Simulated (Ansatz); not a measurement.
A geometry of W away from equilibrium: the start of the relaxation of a relaxed W cell, doubled along one cell vector, shaken by Gaussian noise of σ = 0.08 Å a coordinate. Level of theory: PBE (plane waves to 420 eV, PAW, scalar-relativistic; Ansatz, a quantum-chemistry and plane-wave program). Γ-centred k-mesh 4×8×12 on the run's cell (coarser than for final values), Fermi–Dirac smearing 0.05 eV.

```xyz
6
Lattice="9.3830 0.0000 0.0000 -2.3457 4.0629 0.0000 0.0000 0.0000 2.6047" Properties=species:S:1:pos:R:3 pbc="T T T"
W     -0.0706    -0.0162     0.0819
W      4.7105     0.0389    -0.0409
W     -0.0633     2.6791     1.3165
W      4.6526     2.6280     1.1037
W      2.2381     1.4809     1.3108
W      7.1295     1.3250     1.2267
```

Question: What forces act on the atoms (eV/Å)?

Answer: 
```csv
atom,Fx,Fy,Fz
W1,0.56,-0.47,0.03
W2,-0.51,0.03,0.25
W3,0.28,1.86,0.30
W4,0.42,0.31,-1.34
W5,0.78,-1.36,0.65
W6,-1.52,-0.37,0.12
```

Question: What is the pressure?

Answer: +1.9 GPa, compression positive.

No spin polarisation in the result.

Of the parent cell (P6/mmm (No. 191)): it is a generated cell of W: the first start was made by placing the elements on the sites of a structure type, and the end was not matched to a known phase here, so it may be hypothetical. Known forms of W include space group No. 229.
